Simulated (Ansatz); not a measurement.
O (simple cubic, space group No. 221) at seven volumes, DFT-PBE in the program Ansatz with PAW potentials, scaled uniformly. One row is withheld.

```
V (Å³/atom)  P (GPa)
-----------  -------
7.238          20.20
7.476          12.30
7.715           5.63
7.954           0.00
8.192          -4.76
8.431              ?
8.669         -12.22
```

Problem. Fit the shown pressures and predict the withheld one.

Solution. P = (3/2)B₀(x^(7/2) − x^(5/2))[1 + (3/4)(B′ − 4)(x − 1)] with x = (V₀/V)^(2/3). Least squares on the six rows gives V₀ = 7.954 Å³/atom, B₀ = 173 GPa, B′ = 4.57. At V = 8.431, x = 0.9619 and P = -8.82 GPa. The run itself gave -8.81 GPa.

Space group Pm-3m (simple cubic). A made-up cell: these elements were put on the sites of a structure type; neither database checked (COD, Materials Project) lists it. It is not the usual solid phase (space group No. 12). The PBE relaxation kept the symmetry of its start; its stability against distortions is not shown here. The workflow began spin-polarised and lost its moments. The substance is a gas or liquid at ambient conditions.

Potentials: the later of the program's two PAW sets.
